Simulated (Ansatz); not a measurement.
Consider the following.

La2ZrS5:
Space group Pnma (No. 62); a = 11.598 Å, b = 8.225 Å, c = 7.445 Å, α = β = γ = 90.00°

```tsv
atom	site	symmetry	x	y	z
La	8d	1	0.1724	0.0013	0.9470
Zr	4c	.m.	0.0093	0.2500	0.4271
S	4c	.m.	0.2932	0.2500	0.1632
S	8d	1	0.0761	0.5339	0.3260
S	4c	.m.	0.1900	0.2500	0.6423
S	4c	.m.	0.0046	0.2500	0.0584
```

This is the r²SCAN-relaxed structure.

Question: All from r²SCAN in the plane-wave PAW code Ansatz, unless another level is named. Give the formation energy from the elements (no fitted shifts).

Answer: -2.30 eV/atom.

Question: Predict the band gap.

Answer: 1.42 eV (direct).

Question: Give the valence-band maximum.

Answer: at Γ.

The workflow started from a Materials Project entry (that database holds measured and hypothetical structures alike); the Crystallography Open Database files this formula in space group No. 62, but the cells were not matched. Whether it is the stable phase at ambient conditions was not checked. Symmetry was held in the r²SCAN relaxation; its stability against distortions is not shown here. No spin polarisation was allowed. The references are the lowest solids computed at this level, not always the standard phases. Scalar-relativistic: spin–orbit coupling is off unless named, which matters more the heavier the elements.

Potentials: the later of the program's two PAW sets.
